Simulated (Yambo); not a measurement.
BeS (zinc blende, space group F-43m, No. 216): how the kernel and the scissor change the optical response along x (Yambo; 18×18×18 mesh, 19 bands, 4 Ry local-field block, 0.2 eV broadening).

```tsv
level	ε(0)	highest point of Im ε up to 20 eV
independent particles on LDA bands	5.96	6.88 eV
RPA with local fields on LDA bands	5.14	7.00 eV
RPA with local fields on LDA bands shifted by a G0W0 scissor of 2.08 eV	4.32	9.00 eV
TDDFT with the adiabatic LDA kernel on LDA bands	5.45	6.88 eV
```

Energies lie on a grid of 0.125 eV.

Electronic response only. Convergence of the RPA response with its 18×18×18 mesh was not tested. The scissor comes from a G0W0 run whose convergence isn't established.

Geometry relaxed with LDA; primitive cell a = b = c = 3.3913 Å, α = β = γ = 60.00°.
